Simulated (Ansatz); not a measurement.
GaSb (rock salt, space group No. 225), a = 5.696 Å, b = 5.696 Å, c = 5.696 Å, α = 90.00°, β = 90.00°, γ = 90.00°; the cell used has 2 atoms.

Relaxed with PBEsol.

Question: Which orbitals make up the states near the Fermi level in the program Ansatz at the PBEsol level (PAW)?

Answer: Within 0.5 eV of the Fermi level: Sb 5p 59 %, Ga 4p 26 %, Ga 4s 9 %. Projections are on Löwdin-orthogonalised atomic valence shells; empty p or d shells of many metals are not among them.

Question: Tabulate the density of states.

Answer: States/eV per cell of 2 atoms, in 0.25 eV bins, energy from the Fermi level.

| E (eV) | total | Sb 5p | Ga 4p | Ga 4s |
|---|---|---|---|---|
| -7.85 | 0.00 | 0.00 | 0.00 | 0.00 |
| -7.60 | 0.01 | 0.00 | 0.00 | 0.00 |
| -7.35 | 0.20 | 0.10 | 0.00 | 0.09 |
| -7.10 | 0.36 | 0.16 | 0.01 | 0.17 |
| -6.85 | 0.51 | 0.22 | 0.03 | 0.24 |
| -6.60 | 0.71 | 0.28 | 0.04 | 0.34 |
| -6.35 | 0.95 | 0.36 | 0.05 | 0.47 |
| -6.10 | 0.86 | 0.31 | 0.05 | 0.42 |
| -5.85 | 0.74 | 0.26 | 0.05 | 0.34 |
| -5.60 | 0.60 | 0.21 | 0.05 | 0.25 |
| -5.35 | 0.59 | 0.21 | 0.06 | 0.22 |
| -5.10 | 0.59 | 0.23 | 0.11 | 0.15 |
| -4.85 | 0.51 | 0.20 | 0.09 | 0.13 |
| -4.60 | 0.59 | 0.24 | 0.14 | 0.14 |
| -4.35 | 0.64 | 0.27 | 0.17 | 0.13 |
| -4.10 | 0.66 | 0.28 | 0.18 | 0.13 |
| -3.85 | 0.70 | 0.32 | 0.22 | 0.11 |
| -3.60 | 0.71 | 0.34 | 0.23 | 0.09 |
| -3.35 | 0.75 | 0.37 | 0.25 | 0.08 |
| -3.10 | 0.81 | 0.41 | 0.27 | 0.08 |
| -2.85 | 0.87 | 0.45 | 0.30 | 0.07 |
| -2.60 | 0.99 | 0.52 | 0.34 | 0.07 |
| -2.35 | 1.15 | 0.63 | 0.40 | 0.07 |
| -2.10 | 1.12 | 0.62 | 0.38 | 0.07 |
| -1.85 | 1.09 | 0.60 | 0.36 | 0.07 |
| -1.60 | 1.07 | 0.60 | 0.35 | 0.07 |
| -1.35 | 1.05 | 0.59 | 0.33 | 0.07 |
| -1.10 | 1.04 | 0.59 | 0.32 | 0.07 |
| -0.85 | 1.03 | 0.59 | 0.31 | 0.08 |
| -0.60 | 1.03 | 0.59 | 0.30 | 0.08 |
| -0.35 | 1.03 | 0.59 | 0.29 | 0.09 |
| -0.10 | 1.03 | 0.59 | 0.27 | 0.10 |
| 0.15 | 1.08 | 0.63 | 0.27 | 0.11 |
| 0.40 | 1.12 | 0.69 | 0.25 | 0.11 |
| 0.65 | 0.87 | 0.48 | 0.21 | 0.12 |
| 0.90 | 0.65 | 0.28 | 0.19 | 0.13 |
| 1.15 | 0.64 | 0.24 | 0.20 | 0.14 |
| 1.40 | 0.79 | 0.32 | 0.23 | 0.18 |
| 1.65 | 1.07 | 0.47 | 0.28 | 0.24 |
| 1.90 | 0.78 | 0.33 | 0.21 | 0.17 |
| 2.15 | 0.37 | 0.13 | 0.13 | 0.08 |
| 2.40 | 0.40 | 0.11 | 0.17 | 0.08 |
| 2.65 | 0.58 | 0.14 | 0.28 | 0.08 |
| 2.90 | 0.71 | 0.09 | 0.49 | 0.03 |
| 3.15 | 0.96 | 0.11 | 0.59 | 0.03 |
| 3.40 | 1.08 | 0.14 | 0.59 | 0.04 |
| 3.65 | 1.19 | 0.18 | 0.59 | 0.05 |
| 3.90 | 1.18 | 0.20 | 0.52 | 0.05 |
| 4.15 | 1.17 | 0.22 | 0.46 | 0.06 |
| 4.40 | 1.27 | 0.24 | 0.46 | 0.06 |
| 4.65 | 1.33 | 0.25 | 0.44 | 0.06 |

Space group Fm-3m (rock salt). The start of the workflow was typed in or built on a structure type; neither database checked (COD, Materials Project) lists it. It is not the phase usual at ambient conditions (space group No. 216). The PBEsol relaxation kept the symmetry of its start; of distortions, only those at the zone centre were tested. Scalar-relativistic: spin–orbit coupling is off unless named, which matters more the heavier the elements.

Potentials: the later of the program's two PAW sets.
